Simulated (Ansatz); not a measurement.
BP, first-principles data

BP:
Space group P6₃/mmc (No. 194); a = b = 3.198 Å, c = 7.967 Å, α = β = 90.00°, γ = 120.00°

```csv
atom,site,symmetry,x,y,z
B,2c,-6m2,0.3333,0.6667,0.2500
P,2d,-6m2,0.6667,0.3333,0.2500
```

Space group P6_3/mmc (No. 194); conventional cell a = b = 3.198 Å, c = 7.967 Å, α = β = 90.00°, γ = 120.00°.

Method: r²SCAN+D4 in the plane-wave PAW code Ansatz. Geometry: relaxed at this level of theory. Other levels are named where they apply.

**Cell and energy**

* **Volume per atom**: 17.64 Å³
* **Density**: 1.97 g/cm³
* **Formation energy from the elements (no fitted shifts)**: -0.054 eV/atom

**Electronic structure**

Band gap: 0.87 eV (indirect)
Valence-band maximum: on the K–Γ line, 11 % of the way from K
Conduction-band minimum: at M (3 equivalent valleys)
Smallest direct gap on the standard path: 1.02 eV
Electron effective mass: 0.17, 1.1, 4.8 mₑ (principal values)
Hole effective mass: 0.13, 1.6, 2.6 mₑ (principal values)
HSE06 gap on the r²SCAN+D4 cell: 1.17 eV

**Mechanics**

* **Bulk modulus (Birch–Murnaghan fit)**: 16.4 GPa
* **Pressure derivative B′**: 8.2

**Charges**

Bader charges: B +1.18, P -1.18 e

The start of the workflow was typed in or built on a structure type; neither database checked (COD, Materials Project) lists it. It is not the phase usual at ambient conditions (space group No. 216). The cell was relaxed with r²SCAN+D4 under the symmetry of its start; its stability against distortions is not shown here. The references are the lowest solids computed at this level, not always the standard phases.

Potentials: the earlier of the program's two PAW sets.
